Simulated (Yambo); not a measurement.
Material: LiTaO₃ (space group R3c, No. 161); a = b = c = 5.477 Å, α = β = γ = 55.90° (10 atoms in the cell). The geometry is that of Materials Project entry mp-3666, symmetrised and not relaxed again.

With PBEsol (pw.x of Quantum ESPRESSO, ONCV potentials, no spin-orbit coupling), the gap between the mesh's edge points (Γ → Γ) is 3.866 eV.

Q: What does a G0W0 run in Yambo give for it (4×4×4 Γ-centred k mesh, bands 5 to 166 and a 7 Ry block in the screening, 166 bands in G with the Bruneval-Gonze terminator, plasmon pole fitted at 27.2 eV)?

A: The correction is 1.847 eV, giving 5.713 eV, 1.5 times the PBEsol value.  Nearest settings tried, and what they do to the gap: 85 bands in W: +124 meV; 3 Ry block (65 vectors against 223): +154 meV. Not varied: bands in G, mesh. So the settings aren't converged at that level. Spin-orbit coupling is left out, which matters for elements this heavy: edges can move by tenths of an eV.
